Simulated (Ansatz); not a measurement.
# CsPbCl3 (cubic perovskite), map of one atom of the cell

Starting cell, CsPbCl3 (cubic perovskite):

```
CsPbCl3
1.0
    5.67354     0.00000     0.00000
    0.00000     5.67354     0.00000
    0.00000     0.00000     5.67354
Cs Pb Cl
1 1 3
Direct
  0.00000   0.00000   0.00000
  0.50000   0.50000   0.50000
  0.00000   0.50000   0.50000
  0.50000   0.50000   0.00000
  0.50000   0.00000   0.50000
```

In this cell atom 4 (Cl, nearest neighbour Pb at 2.837 Å; its periodic images, 5.7 Å or more away, move with it) is moved by u·(1.000, 0.000, 0.000) + v·(0.000, 1.000, 0.000); the rest is frozen.

Method: r2SCAN (plane waves to 500 eV, PAW, scalar-relativistic; Ansatz, a first-principles code). k mesh 5×5×5 (Γ-centred), Fermi-Dirac smearing 0.05 eV. Energies are smeared free energies. Fu and Fv are the components of the force on the atom. CsPbCl3 was relaxed with its symmetry unable to fall. Spin-orbit coupling is left out, though Pb is heavy. The PAW data are Ansatz's earlier set. This is a high-temperature form of CsPbCl3. The zero of ΔE is the undisplaced structure. Axes are in Å.

ΔE (eV/cell), with u across and v down:

```
v \ u   -0.940  -0.627  -0.313  0.000  0.313  0.627  0.940
------  ------  ------  ------  -----  -----  -----  -----
-0.940   1.136   0.559   0.294  0.220  0.294  0.559  1.136
-0.627   0.559   0.245   0.106  0.069  0.106  0.245  0.559
-0.313   0.294   0.106   0.030  0.012  0.030  0.106  0.294
0.000    0.220   0.069   0.012  0.000  0.012  0.069  0.220
0.313    0.294   0.106   0.030  0.012  0.030  0.106  0.294
0.627    0.559   0.245   0.106  0.069  0.106  0.245  0.559
0.940    1.136   0.559   0.294  0.220  0.294  0.559  1.136
```

Fv (eV/Å), with u across and v down:

```csv
v \ u,-0.940,-0.627,-0.313,0.000,0.313,0.627,0.940
-0.940,2.51,1.37,0.85,0.70,0.85,1.37,2.51
-0.627,1.26,0.68,0.39,0.30,0.39,0.68,1.26
-0.313,0.50,0.25,0.13,0.09,0.13,0.25,0.50
0.000,0.00,0.00,0.00,0.00,0.00,0.00,0.00
0.313,-0.50,-0.25,-0.13,-0.09,-0.13,-0.25,-0.50
0.627,-1.26,-0.68,-0.39,-0.30,-0.39,-0.68,-1.26
0.940,-2.51,-1.37,-0.85,-0.70,-0.85,-1.37,-2.51
```

Read from the data:

| Quantity | Result |
|---|---|
| Lowest place on the grid | u = 0.000 Å, v = 0.000 Å (0 meV/cell) |
| Highest place on the grid, met at several equal points | u = -0.940 Å, v = -0.940 Å; u = 0.940 Å, v = -0.940 Å; u = -0.940 Å, v = 0.940 Å; u = 0.940 Å, v = 0.940 Å (1136 meV/cell) |

(A displaced cell: forces are minus the slopes of the energy, force constants its curvatures, and phonons follow from these.)
